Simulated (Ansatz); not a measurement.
Consider the following.

Si3N4:
```xyz
14
Lattice="7.5736 0.0000 0.0000 -3.7868 6.5589 0.0000 0.0000 0.0000 2.8915" Properties=species:S:1:pos:R:3 pbc="T T T"
Si    -1.5897     5.0337     0.7229
Si     2.4194     1.1402     2.1686
Si     0.2223     2.6653     0.7229
Si     5.3764     1.5252     2.1686
Si     1.3674     5.4187     0.7229
Si     3.5645     3.8935     2.1686
N      0.0000     4.3726     0.7229
N      3.7868     2.1863     2.1686
N      2.3885     0.1936     0.7229
N      1.0266     2.1653     2.1686
N      6.2117     1.9717     0.7229
N      1.3983     6.3653     2.1686
N      2.7602     4.3936     0.7229
N     -2.4249     4.5872     2.1686
```

This is the LDA-relaxed structure.

Problem. All from LDA in the plane-wave PAW code Ansatz, unless another level is named. Give the smallest direct gap on the standard path.

Solution. 4.43 eV.

Problem. Predict the conduction-band minimum.

Solution. at Γ.

Problem. Next, the valence-band maximum?

Solution. on the Γ–A line, 33 % of the way from Γ.

Problem. Predict the weight of the valence-edge state by species (Voronoi cells).

Solution. N 93 %, Si 7 %.

Space group P6_3/m. The cell was relaxed with LDA under the symmetry of its start; phonons on a q-mesh show no instability.

Potentials: the later of the program's two PAW sets.
